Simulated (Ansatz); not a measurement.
# Lattice vibrations of LiAl5 at Γ

These are results of DFT PBE, scalar-relativistic, plane waves, PAW (Ansatz), not measurements. Cutoff 420 eV, 12×12×4 k-points (Γ-centred), Fermi-Dirac smearing of 0.15 eV. No spin polarisation. Phonons by linear response, acoustic sum rule imposed.

Equilibrium structure at this level:
```yaml
crystal:
  lattice:
    - [2.86578, 0.00000, 0.00000]
    - [0.00000, 2.86578, 0.00000]
    - [0.00000, 0.00000, 12.16147]
  atoms:
    - { symbol: Li, position: [0.00000, 0.00000, 0.00000] }
    - { symbol: Al, position: [0.50000, 0.50000, 0.82859] }
    - { symbol: Al, position: [0.00000, 0.00000, 0.66452] }
    - { symbol: Al, position: [0.50000, 0.50000, 0.50000] }
    - { symbol: Al, position: [0.00000, 0.00000, 0.33548] }
    - { symbol: Al, position: [0.50000, 0.50000, 0.17141] }
```

The structure comes from a generated guess, relaxed at this level; another structure or a mixture of phases may lie lower. In a metal, frequencies depend on the k mesh and the smearing, soft modes most.

(1) Is this structure stable against zone-centre distortions?

(2) List the optical modes at Γ (i marks imaginary ones).

## Answers

(1) Yes, at Γ: no optical mode is imaginary. Strains and other wave vectors aren't tested by this run.

(2)
| frequency (meV) | degeneracy |
| --- | --- |
| 11.5 | 2 |
| 13.0 | 2 |
| 18.3 | 1 |
| 20.9 | 2 |
| 23.1 | 2 |
| 23.3 | 1 |
| 31.6 | 2 |
| 32.6 | 1 |
| 37.6 | 1 |
| 42.5 | 1 |
